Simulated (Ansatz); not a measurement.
Input file of a DFT run on Gd2SeO2 with Ansatz:

```yaml
crystal:
  lattice:
    - [3.9538110365, 0.0, 0.0]
    - [-1.9769055183, 3.4241007994, 0.0]
    - [0.0, 0.0, 6.7342966034]
  atoms:
    - { symbol: Gd, position: [0.3333333333, 0.6666666667, 0.28], spin: 7.0 }
    - { symbol: Gd, position: [0.6666666667, 0.3333333333, 0.72], spin: 7.0 }
    - { symbol: O, position: [0.3333333333, 0.6666666667, 0.63] }
    - { symbol: O, position: [0.6666666667, 0.3333333333, 0.37] }
    - { symbol: Se, position: [0.0, 0.0, 0.0] }
basis:
  ecutwfc: 420
  ecutrho_ratio: 4
kpoints:
  mp_grid: { grid: [8, 8, 4] }
hamiltonian:
  xc: pbesol
scf:
  occupations: { method: gaussian, width: 0.05 }
output:
  forces: true
  stress: true
  eigenvalues: true
  populations: true
magnetization:
  spin_polarized: true
relax:
  f_tol: 0.01
  max_steps: 60
  cell: { stress_tol: 0.04 }
```

Launched as:
```sh
ansatz run input.yaml --threads 4 --pin off --max-ram 8192MiB --backend cpu --events-out ev --progress --plain --runs-dir out
```

The start was a prototype's sites filled with these elements; the Crystallography Open Database holds the compound in this structure.

Task: Predict the main results.

Result: Final volume 17.51 Å³/atom, energy lowered by 36.1 meV/atom, pressure 0.0 GPa, gap on the mesh 1.28 eV, site spin moments Gd 6.78 μB (PBEsol, scalar-relativistic).

Task: About how long does the run take on 4 threads of Arm Neoverse V2, on a shared host, and how much memory does it need?

Result: About 40 s, with a peak of 0.59 GiB.

What the program printed, in part:

```
Gd: projections on atomic orbitals take those of the free atom [Kr 4d10] 4f7 5s2 5p6 5d1 6s2, of charge +0.00 (hamiltonian.pseudopotentials.projection_atoms); the dataset's partial waves leave at most 2.5e-4 of an orbital's norm unspanned inside its sphere
Pseudopotentials: kind: paw
Pseudopotential: Gd, paw, valence charge 18, recommended cutoff 420 eV (normal), Gd.paw.azcp
Pseudopotential: O, paw, valence charge 6, recommended cutoff 420 eV (normal), O.paw.azcp
Pseudopotential: Se, paw, valence charge 16, recommended cutoff 420 eV (normal), Se.paw.azcp
Crystal: 5 atoms, lattice volume = 91.171 Å³
Basis set: ecut = 420 eV, 1787 PW (Γ), exchange–correlation on 54×54×96 points (8 copies of the dense FFT grid, shifted against one another)
Bands: 47, of which v1, the nominal top of the filled ones, is band 32 counted from 1 (31 counted from 0)
Symmetry: 12 space group operations
Space group: P-3m1 (ITA 164), of the structure as read, at distance tolerance 4.5e-5 Å
Magnetic group: BNS 164.85 (UNI 1315), of the structure as read, at distance tolerance 4.5e-5 Å
k-points: 35 of 256
Initial density: superposition of atomic densities (chi_scale 0.1, normalization cell, long waves kept (reshape's long-wave potential 0.20 eV rms))
Starting moments: Σ|m| = 14 μB on 2 of 5 sites
Initial wavefunctions: pseudopotential atomic-orbital guess
Functional: x = pbesol(κ = 0.804, μ = 0.12346), c = pbesol(β = 0.046)
```

SCF trace (energy estimate counted from the last row; the run made several SCF loops, for ionic steps, more bands or searches for a lower state, numbered loop.iteration):
| iteration | ΔE (eV) | density residual (eV) | M (μB) |
| --- | --- | --- | --- |
| 1.1 | -1.203 | 8.83e0 | 14.000 |
| 1.2 | 0.420 | 1.20e0 | 14.000 |
| 1.3 | 0.485 | 4.36e-1 | 14.000 |
| 1.4 | 0.229 | 6.56e-2 | 14.000 |
| 1.5 | 0.178 | 6.95e-3 | 14.000 |
| 1.6 | 0.181 | 1.22e-3 | 14.000 |
| 1.7 | 0.180 | 4.07e-4 | 14.000 |
| 1.8 | 0.180 | 1.13e-4 | 14.000 |
| 1.9 | 0.180 | 1.45e-5 | 14.000 |
| 1.10 | 0.180 | 1.25e-6 | 14.000 |
| 1.11 | 0.180 | 3.35e-7 | 14.000 |
| 1.12 | 0.180 | 1.19e-8 | 14.000 |
| 2.1 | 4.260 | 4.06e-1 | 14.000 |
| … | … | … | … |
| 8.3 | 0.000 | 1.57e-9 | 14.000 |
| 8.4 | 0.000 | 3.47e-10 | 14.000 |
| 8.5 | 0.000 | 4.15e-11 | 14.000 |
| 8.6 | 0.000 | 4.55e-12 | 14.000 |

```
SCF converged after 6 iterations
Magnetization: 14.0000 μB (39.0000 up, 25.0000 down)
Absolute magnetization: 14.0062 μB (∫|ρ↑−ρ↓|, with the PAW one-centre terms)
Per-site moments (μB) at R_I (Å): [(6.78076, 0.94528), (6.78076, 0.94528), (0.00662, 0.94528), (0.00662, 0.94528), (0.01040, 1.22596)]
Free energy (F): -25012.388402 eV
E sigma→0 (E₀):  -25012.388402 eV
Fermi energy:    12.900383 eV
--- Per-component energies (eV) ---
  E_band       = -282.023040
  E_kinetic    = 1281.031849
  E_local      = -6641.205454  (includes V_loc(G=0)·N_el)
  E_nonlocal   = 86.494342
  E_hartree    = 2925.915635
  E_xc         = -717.277365
  E_vxc        = -796.417989  (∫ρ·V_xc dr)
  E_paw        = -14865.622944  (= ΣΔE_a)
  E_vpaw       = -63.761422  (= ΣTr[D̂ρ^β])
  E_aug_tail   = 0.004303  (compensation charges beyond the density's cutoff)
  E_ewald      = -7084.130136
  E_core_change = 2.401368  (= ΣΔE_core)
  E_smearing   =  0.000000  (= −TS)
--- Forces (eV/Å), atoms counted from 1 ---
  atom   1  Gd     0.00000000     0.00000000    -0.00287931
  atom   2  Gd     0.00000000     0.00000000     0.00287931
  atom   3  O      0.00000000     0.00000000     0.00435731
  atom   4  O      0.00000000     0.00000000    -0.00435731
  atom   5  Se     0.00000000     0.00000000     0.00000000
--- Stress (GPa, compression-positive) ---
       -0.004182       0.000000       0.000000
        0.000000      -0.004182       0.000000
        0.000000       0.000000       0.001829
  P = ⅓ Tr σ = -0.0022 GPa (-0.022 kbar)
--- Relaxed structure (6 steps of the walk, 5 accepted, 2 SCFs on fresh bases) ---
  F+E_penalty+E_count = -25012.38840196 eV   max|allowed force component| = 4.357e-3 eV/Å   (the final SCF, on the basis selected at the relaxed cell)
  cell:  # Å, volume = 87.5443 Å³
    - [3.85164, 0.00000, 0.00000]
    - [-1.92582, 3.33562, 0.00000]
    - [0.00000, 0.00000, 6.81405]
  atoms:
    - { symbol: Gd, position: [0.33333, 0.66667, 0.28937] }
    - { symbol: Gd, position: [0.66667, 0.33333, 0.71063] }
    - { symbol: O, position: [0.33333, 0.66667, 0.62567] }
    - { symbol: O, position: [0.66667, 0.33333, 0.37433] }
    - { symbol: Se, position: [0.00000, 0.00000, 0.00000] }
--- Löwdin populations: 5 sites ---
  site symbol       q [e]    m [muB]
     0     Gd     17.2169     6.9679
     1     Gd     17.2169     6.9679
     2      O      6.5623     0.0200
     3      O      6.5623     0.0200
     4     Se     16.3423     0.0212
```

Absolute energies hang on the potentials; compare differences alone.

Semilocal functionals without a U place occupied f levels too high and empty ones too low, so gaps that touch them come out too small. Scalar-relativistic only: spin–orbit splittings of the heavy atoms' levels are missing. Site moments are of spin, integrated over atomic spheres. No antiparallel order was tried.
